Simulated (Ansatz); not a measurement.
Relaxed-ion elastic tensor of Nb3Sn (A15 (Cr3Si type), Pm-3n) in GPa (Voigt order), plane-wave PAW PBEsol (Ansatz code); density 9.08 g/cm³, 18.17 Å³ per atom.

```
 272   129   129   0.0   0.0   0.0
 129   272   129   0.0   0.0   0.0
 129   129   272   0.0   0.0   0.0
 0.0   0.0   0.0  33.7   0.0   0.0
 0.0   0.0   0.0   0.0  33.7   0.0
 0.0   0.0   0.0   0.0   0.0  33.7
```

**Question.** Is the crystal mechanically stable?

**Answer.** Yes: the smallest eigenvalue of C is 33.7 GPa.

**Question.** Work out the Voigt, Reuss and Hill averages.

**Answer.** K_V = 177, K_R = 177, K_H = 177; G_V = 48.8, G_R = 42.7, G_H = 45.7 GPa.

**Question.** Give Young's modulus, Poisson's ratio, Pugh's ratio and the universal anisotropy index.

**Answer.** E = 9KG/(3K + G) = 126 GPa; ν = 0.38; K/G = 3.86 (ductile by the Pugh limit of 1.75); A_U = 5G_V/G_R + K_V/K_R − 6 = 0.71.

**Question.** Estimate the sound speeds and the Debye temperature.

**Answer.** v_l = √((K + 4G/3)/ρ) = 5120 m/s, v_t = √(G/ρ) = 2240 m/s, mean 2530 m/s; Θ = (h/k)(3n/4πV)^(1/3) v_m = 287 K.

**Question.** Give the Zener ratio and Young's modulus along [100], [110] and [111].

**Answer.** A = 2C44/(C11 − C12) = 0.47; 1/E = S11 − 2(S11 − S12 − S44/2)Γ with Γ = 0, 1/4, 1/3 gives 189, 108, 95.0 GPa.

**Question.** Solve the Christoffel equation for the three sound speeds along [100], [110], [111].

**Answer.** Eigenvalues of C_ijkl n_j n_l equal ρv². In km/s, slowest first: [100] 1.93, 1.93, 5.47; [110] 1.93, 2.80, 5.08; [111] 2.55, 2.55, 4.94.

The cell was relaxed with PBEsol under the symmetry of its start. The run is not spin-polarised. As this level gives no gap, shear constants depend on the k-mesh and smearing (Fermi–Dirac, 0.1 eV here). Spin–orbit coupling is left out wherever it is not named.

Potentials: the earlier of the program's two PAW sets. The files were generated under PBE; for other functionals the program regenerates the frozen cores, and for LDA and PBEsol the local potential too.
